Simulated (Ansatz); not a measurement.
(110) slab cut from the bulk of LaMg, 15 Å of vacuum:

```
CELL_PARAMETERS angstrom
3.90560 0.00000 0.00000
0.00000 5.52335 0.00000
0.00000 0.00000 23.28503
ATOMIC_POSITIONS crystal
La 0.00000 0.50000 0.32210
Mg 0.50000 0.00000 0.32210
La 0.00000 0.00000 0.44070
Mg 0.50000 0.50000 0.44070
La 0.00000 0.50000 0.55930
Mg 0.50000 0.00000 0.55930
La 0.00000 0.00000 0.67790
Mg 0.50000 0.50000 0.67790
```

These are results of DFT PBEsol, scalar-relativistic, plane waves, PAW (Ansatz), not measurements. Plane waves to 420 eV, a k mesh through Γ of 9×6×1 on the computed 8-atom cell and Gaussian smearing (0.10 eV); no spin polarisation. The cell repeats along c with a dipole correction in the vacuum.

This base run converges in 9 iterations with a largest force of 0.167 eV/Å and a work function of 3.26 eV on the top face.

Settings are then changed, some of them on purpose to poor values; changes count from the base run, and γ keeps the base's bulk energy.

Question: What happens with occupations methfessel-paxton 0.2 eV?

Answer: It converges in 8 iterations; ΔE at zero smearing (meV/atom) 0.0, Δγ (J/m²) 0.000, Δφ top (eV) 0.00, largest force (eV/Å) 0.170.

Question: What happens with spin: collinear?

Answer: It converges in 19 iterations; ΔE at zero smearing (meV/atom) 0.0, Δγ (J/m²) 0.000, Δφ top (eV) 0.00, largest force (eV/Å) 0.167.

Question: What happens with at most 2 SCF iterations?

Answer: It doesn't converge (2 iterations).

Question: What happens with the slab 2 repeats of the bulk cell thicker?

Answer: It converges in 9 iterations; ΔE at zero smearing (meV/atom) -101.2, Δγ (J/m²) +0.001, Δφ top (eV) +0.02, largest force (eV/Å) 0.183.

Question: What happens with no dipole correction, vacuum of 5 Å?

Answer: It converges in 9 iterations; ΔE at zero smearing (meV/atom) -51.0, Δγ (J/m²) -0.151, largest force (eV/Å) 0.292.

Settings at which electrons spill into the vacuum are left out.

Spin-orbit coupling is left out, which matters for the bands of heavy elements.
